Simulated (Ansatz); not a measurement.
**CdF₂ (Fm-3m), clamped-ion strain scan**

All numbers below come from DFT LDA, scalar-relativistic, plane waves, PAW (Ansatz 0.2.0). Cutoff 420 eV, Γ-centred 8×8×8 k-points, Gaussian smearing of 0.05 eV. No spin polarisation. Energies are free energies at this smearing, counted from the undisturbed cell; pressure is positive in compression.

The starting cell (relaxed at this level):

```xyz
3
Lattice="0.0000 2.6488 2.6488 2.6488 0.0000 2.6488 2.6488 2.6488 0.0000" Properties=species:S:1:pos:R:3 pbc="T T T"
Cd    0.0000    0.0000    0.0000
F     1.3244    1.3244    1.3244
F     3.9732    3.9732    3.9732
```

The cell is strained by ε times the Voigt pattern (1, 0, 0, 0, 0, 0) (xx, yy, zz, yz, xz, xy; engineering shear) with fractional coordinates fixed.

| ε | ΔE (meV/atom) | stress summed along the pattern (GPa, tension positive) | pressure (GPa) | gap on the mesh (eV) |
| --- | --- | --- | --- | --- |
| -0.1500 | 233.8 | -47.09 | 30.0 | 2.86 |
| -0.1125 | 121.5 | -31.06 | 19.9 | 3.04 |
| -0.0750 | 50.3 | -18.52 | 11.8 | 3.11 |
| -0.0375 | 11.8 | -8.38 | 5.3 | 3.09 |
| 0.0000 | 0.0 | 0.02 | 0.0 | 2.99 |
| 0.0375 | 10.6 | 7.11 | -4.3 | 2.81 |
| 0.0750 | 40.3 | 13.18 | -7.8 | 2.60 |
| 0.1125 | 86.2 | 18.42 | -10.6 | 2.36 |
| 0.1312 | 114.5 | 20.76 | -11.7 | 2.23 |
| 0.1500 | 146.4 | 22.94 | -12.8 | 2.09 |